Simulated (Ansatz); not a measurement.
Geometry optimisation in Ansatz: input, command and trajectory.

```yaml
crystal:
  lattice:
    - [0.0, 3.3805275785, 3.3805275785]
    - [3.3805275785, 0.0, 3.3805275785]
    - [3.3805275785, 3.3805275785, 0.0]
  atoms:
    - { symbol: P, position: [0.0, 0.0, 0.0] }
    - { symbol: Pb, position: [0.25, 0.25, 0.25] }
    - { symbol: Pb, position: [0.75, 0.75, 0.75] }
basis:
  ecutwfc: 420
kpoints:
  mp_grid: { grid: [4, 4, 4] }
hamiltonian:
  xc: pbe
scf:
  occupations: { method: gaussian, width: 0.1 }
  lower_state_search: "off"
output:
  forces: true
  stress: true
  eigenvalues: true
relax:
  adjacent_minimum: "off"
  f_tol: 0.04
  max_steps: 70
  cell: { stress_tol: 0.4 }
```

```bash
ansatz run input.yaml --threads 1 --pin off --max-ram 2560MiB --backend cpu --events-out ev --progress --plain --runs-dir out
```

All numbers below come from DFT PBE, scalar-relativistic, plane waves, PAW in Ansatz 0.2.0.

Of 4 frames 4 are shown, positions in Å and forces in eV/Å; the SCF threshold varies from step to step. Steps run on the plane waves of an earlier cell, with a Pulay correction in the pressure. The basis is chosen afresh for the last frame, the zero of the energies, and at times for earlier ones too; energy and pressure step there, also at an unchanged geometry.

```xyz
3
Lattice="0.0000 3.3805 3.3805 3.3805 0.0000 3.3805 3.3805 3.3805 0.0000" Properties=species:S:1:pos:R:3:forces:R:3 pbc="T T T" step=1 free_energy_over_end_meV_per_atom=111.52 pressure_GPa=9.57
P     0.0000    0.0000    0.0000    0.0000    0.0000    0.0000
Pb    1.6903    1.6903    1.6903    0.0000    0.0000    0.0000
Pb    5.0708    5.0708    5.0708    0.0000    0.0000    0.0000
3
Lattice="0.0000 3.5453 3.5453 3.5453 0.0000 3.5453 3.5453 3.5453 0.0000" Properties=species:S:1:pos:R:3:forces:R:3 pbc="T T T" step=2 free_energy_over_end_meV_per_atom=1.36 pressure_GPa=0.53
P     0.0000    0.0000    0.0000    0.0000    0.0000    0.0000
Pb    1.7727    1.7727    1.7727    0.0000    0.0000    0.0000
Pb    5.3180    5.3180    5.3180    0.0000    0.0000    0.0000
3
Lattice="0.0000 3.5561 3.5561 3.5561 0.0000 3.5561 3.5561 3.5561 0.0000" Properties=species:S:1:pos:R:3:forces:R:3 pbc="T T T" step=3 free_energy_over_end_meV_per_atom=0.83 pressure_GPa=0.13
P     0.0000    0.0000    0.0000    0.0000    0.0000    0.0000
Pb    1.7780    1.7780    1.7780    0.0000    0.0000    0.0000
Pb    5.3341    5.3341    5.3341    0.0000    0.0000    0.0000
3
Lattice="0.0000 3.5561 3.5561 3.5561 0.0000 3.5561 3.5561 3.5561 0.0000" Properties=species:S:1:pos:R:3:forces:R:3 pbc="T T T" step=4 free_energy_over_end_meV_per_atom=0.00 pressure_GPa=0.15
P     0.0000    0.0000    0.0000    0.0000    0.0000    0.0000
Pb    1.7780    1.7780    1.7780    0.0000    0.0000    0.0000
Pb    5.3341    5.3341    5.3341    0.0000    0.0000    0.0000
```

The start puts this composition into another compound's structure type, which needn't suit it. At the end the space group is Fm-3m (tolerance 0.05 Å).

Time: 2.8 s on 1 thread of Intel(R) Xeon(R) 6975P-C (Granite Rapids), with other jobs on the host, peak memory 0.39 GiB.

The k mesh is coarse. Spin–orbit coupling is left out, which can shift energies with elements as heavy as these.